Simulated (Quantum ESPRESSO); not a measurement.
```cif
data_Sn2
_chemical_formula_sum 'Sn2'
_space_group_name_H-M_alt 'P 1'
_space_group_IT_number 1
_cell_length_a 4.62710
_cell_length_b 4.62710
_cell_length_c 4.62710
_cell_angle_alpha 60.000
_cell_angle_beta 60.000
_cell_angle_gamma 60.000
loop_
_space_group_symop_operation_xyz
  'x, y, z'
loop_
_atom_site_label
_atom_site_type_symbol
_atom_site_fract_x
_atom_site_fract_y
_atom_site_fract_z
_atom_site_occupancy
Sn1 Sn 0.50000 0.50000 0.50000 1
Sn2 Sn 0.75000 0.75000 0.75000 1
```

Cell and atoms were relaxed with PBEsol from Materials Project entry mp-117, within its symmetry.

### Question
What does norm-conserving PBEsol (Quantum ESPRESSO, 72 Ry, no spin-orbit coupling) give for the electronic structure near the Fermi level?

### Answer
At this level the gap is closed or nearly so: along the path the highest valence and lowest conduction bands touch, or overlap by less than 0.6 eV, a zero-gap or semimetallic result; the valence top lies at Γ, the conduction bottom at L, 0.20 eV lower. Spin-orbit splittings are left out.
